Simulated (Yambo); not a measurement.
**Convergence of the G0W0 gap of MgTiF6**

G0W0@LDA for MgTiF6 (space group R-3, No. 148) in Yambo. Reference settings: 2×2×2 Γ-centred k mesh, bands 3 to 163 and a 7 Ry block in the screening, 163 bands in G with the Bruneval-Gonze terminator, plasmon pole fitted at 27.2 eV. The LDA gap Γ → F on this mesh is 4.83 eV; G0W0 gaps are taken between the same points.

| change from the reference | G0W0 gap Γ → F (eV) | shift of the valence edge (eV) | rough Yambo cost |
|---|---|---|---|
| reference settings | 9.54 | -2.03 | 1 |
| 51 bands in W, 51 bands in G | 9.86 | -2.04 | about 1/3 |
| wavefunctions cut at 10 Ry | 8.62 | -1.17 | about 1/2 |
| wavefunctions cut at 30 Ry | 9.55 | -1.98 | about 1/2 |
| wavefunctions cut at 50 Ry | 9.55 | -2.03 | within a factor of two |
| exchange cut at 20 Ry | 9.58 | -1.21 | – |
| exchange cut at 40 Ry | 9.53 | -1.90 | – |
| 51 bands in W, 51 bands in G, 2 Ry block | 11.86 | -3.31 | about 1/3 |
| 71 bands in W, 71 bands in G, 3 Ry block | 10.49 | -2.49 | about 1/3 |
| 71 bands in W, 71 bands in G, 4 Ry block | 9.98 | -2.17 | about 1/2 |
| 97 bands in W, 97 bands in G, 6 Ry block | 9.64 | -2.00 | within a factor of two |
| 97 bands in W, 97 bands in G, 3 Ry block | 10.42 | -2.49 | within a factor of two |
| 97 bands in W, 97 bands in G, 4 Ry block | 9.90 | -2.16 | within a factor of two |
| 6 Ry block | 9.61 | -2.05 | within a factor of two |
| 97 bands in W, 97 bands in G, no terminator | 9.82 | -1.74 | about 1/2 |

The reference isn't shown to be the converged limit. Costs are rough (shared machines), scaled to the same edge states, and given only for runs that recompute the screening.

Geometry of the Materials Project entry, not relaxed at this level; primitive cell a = 5.3688 Å, b = 5.3688 Å, c = 5.3688 Å, α = 58.13°, β = 58.13°, γ = 58.13°.

The structure is a Materials Project entry; no match was found in the copy of COD used, and its stability was not checked.

A shift is the quasiparticle energy of the state minus its LDA energy.
